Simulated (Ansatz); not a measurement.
Relaxed-ion elastic tensor of BN in space group P6_3/mmc (No. 194; B on 2d, N on 2c) in GPa (Voigt order), the program Ansatz at the LDA level (PAW); density 2.37 g/cm³, 8.71 Å³ per atom.

```tsv
	1	2	3	4	5	6
1	919	220	2.4	0.0	0.0	0.0
2	220	919	2.4	0.0	0.0	0.0
3	2.4	2.4	27.8	0.0	0.0	0.0
4	0.0	0.0	0.0	5.4	0.0	0.0
5	0.0	0.0	0.0	0.0	5.4	0.0
6	0.0	0.0	0.0	0.0	0.0	350
```

**Question.** Is the crystal mechanically stable?

**Answer.** Yes: the smallest eigenvalue of C is 5.4 GPa.

**Question.** Work out the Voigt and Reuss bounds. Is their mean of use?

**Answer.** K_V = 257, K_R = 26.7; G_V = 181, G_R = 11.7 GPa. The bounds lie so far apart that a Hill average or a Debye temperature from it would say little.

The LDA relaxation kept the symmetry of its start. A crystal of weakly bound layers computed without a dispersion correction: the cell and the soft elastic constants depend strongly on that.

Potentials: the earlier of the program's two PAW sets. The files were generated under PBE; for other functionals the program regenerates the frozen cores, and for LDA and PBEsol the local potential too.
